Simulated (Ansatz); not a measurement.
Consider the following.

Relaxed TiSi₂ (C49 type, space group Cmcm):

```yaml
crystal:
  lattice:
    - [1.76330, -6.75838, 0.00000]
    - [1.76330, 6.75838, 0.00000]
    - [0.00000, 0.00000, 3.56518]
  atoms:
    - { symbol: Si, position: [0.94167, 0.05833, 0.75000] }
    - { symbol: Si, position: [0.05833, 0.94167, 0.25000] }
    - { symbol: Si, position: [0.25029, 0.74971, 0.75000] }
    - { symbol: Si, position: [0.74971, 0.25029, 0.25000] }
    - { symbol: Ti, position: [0.60320, 0.39680, 0.75000] }
    - { symbol: Ti, position: [0.39680, 0.60320, 0.25000] }
```

In each cell atom 2 (Si, nearest neighbour Si at 2.380 Å; its periodic images, 3.5 Å or more away, move with it) moves by s·(0.577, 0.577, 0.577) (along Cartesian [111]), the rest being held.

The numbers are results of r2SCAN (plane waves to 500 eV, PAW, scalar-relativistic; Ansatz, a program for electronic structure), not measurements. k mesh 11×11×11 (Γ-centred), Fermi-Dirac smearing 0.05 eV. E stands for the smeared free energy. With partly filled bands, energies and forces of such displacements shift with the k mesh and the smearing. This is one of several known forms of TiSi2; the measured ambient cells at hand have space group No. 70. TiSi2 is run without spin polarisation. TiSi2 was relaxed with its symmetry unable to fall. ΔE is measured from the undisplaced structure.

The scan covers s from -0.240 to 0.240 Å in 11 points.

### Question
Is this a single well or a double well?

### Answer
A single well with its minimum at or next to zero displacement.

### Question
Is the energy the same for displacements of ±0.240 Å, and if not, which side lies higher?

### Answer
Not even: the positive side lies higher at ±0.240 Å. With its periodic images moving along, the atom's site symmetry in this cell is mm2.

### Question
What is the force constant k = d²E/ds² of this move at s = 0?

### Answer
10.9 eV/Å².

(A displaced cell: forces are minus the slopes of the energy, force constants its curvatures, and phonons follow from these.)
